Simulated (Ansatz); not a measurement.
Relaxation of a relaxed Os cell stretched uniformly to 115 % of its volume; 2 atoms in the cell, which starts as P6₃/mmc (No. 194), hP2; a = b = 2.869 Å, c = 4.522 Å, α = β = 90.00°, γ = 120.00°. Computed with r2SCAN (plane waves to 500 eV, PAW, scalar-relativistic; Ansatz, a program for electronic structure). Γ-centred k-mesh 13×13×7 on the run's cell (coarser than for final values), Fermi–Dirac smearing 0.05 eV. This is the first round of the run. 

The optimiser's lines from the output (shortened; P is positive under compression):

```
relax step   1: F+E_penalty+E_count = -22794.62526534 eV  Δ(F+E_penalty+E_count) = +0.000e0 eV  max|allowed force component| = 8.327e-17 eV/Å  Δτ_max = 0.0000 Å  P = -42.735 GPa  Ω = 32.231 Å³  (7 SCF iters, dr2 threshold 1.00e-7 eV, accepted)
relax step   2: F+E_penalty+E_count = -22795.27050650 eV  Δ(F+E_penalty+E_count) = -6.452e-1 eV  max|allowed force component| = 2.313e-16 eV/Å  Δτ_max = 0.0000 Å  P = +2.174 GPa  Ω = 27.889 Å³  (6 SCF iters, dr2 threshold 2.00e-7 eV, accepted)
relax step   3: F+E_penalty+E_count = -22795.27132301 eV  Δ(F+E_penalty+E_count) = -8.165e-4 eV  max|allowed force component| = 1.573e-16 eV/Å  Δτ_max = 0.0000 Å  P = -0.653 GPa  Ω = 28.069 Å³  (4 SCF iters, dr2 threshold 2.00e-7 eV, accepted)
relax step   4: F+E_penalty+E_count = -22795.27144681 eV  Δ(F+E_penalty+E_count) = -1.238e-4 eV  max|allowed force component| = 2.776e-17 eV/Å  Δτ_max = 0.0000 Å  P = -0.004 GPa  Ω = 28.027 Å³  (3 SCF iters, dr2 threshold 2.00e-7 eV, accepted)
relax step   5: F+E_penalty+E_count = -22795.26942844 eV  Δ(F+E_penalty+E_count) = +2.018e-3 eV  max|allowed force component| = 4.163e-17 eV/Å  Δτ_max = 0.0000 Å  P = -0.076 GPa  Ω = 28.027 Å³  stress off target by 8.21e-2 GPa  SCF on the basis re-selected at this cell (its energy is not comparable with the rows above)  (7 SCF iters)
relax step   6: F+E_penalty+E_count = -22795.26943298 eV  Δ(F+E_penalty+E_count) = -4.540e-6 eV  max|allowed force component| = 1.388e-16 eV/Å  Δτ_max = 0.0000 Å  P = +0.000 GPa  Ω = 28.022 Å³  (2 SCF iters, dr2 threshold 1.69e-8 eV, accepted)
relax step   7: F+E_penalty+E_count = -22795.26942839 eV  Δ(F+E_penalty+E_count) = +4.585e-6 eV  max|allowed force component| = 1.110e-16 eV/Å  Δτ_max = 0.0000 Å  P = +0.000 GPa  Ω = 28.022 Å³  stress off target by 5.30e-4 GPa  SCF on the basis re-selected at this cell (its energy is not comparable with the rows above)  (4 SCF iters)
```

From the first to the last row the energy changes by -0.32 eV/atom and the volume by -13.1 %. The last row is marked as not comparable with the walk above it, whose basis was carried along; it does compare with step 1, since both stand on a basis selected at the nominal cutoff for their own cell.

Later rounds, restarted from the end of this one on a renewed k-mesh, logged 8 more steps and released under 0.01 eV/atom more. The final structure after all rounds: P6₃/mmc (No. 194), hP2, hcp (Mg type); a = b = 2.738 Å, c = 4.316 Å, α = β = 90.00°, γ = 120.00°. Between re-selections the logged energies stand on a plane-wave basis carried along with the cell. No spin polarisation in the result.

The run could not lose the symmetry of its start.

All atoms sit on sites fixed by symmetry, so only the cell could relax.
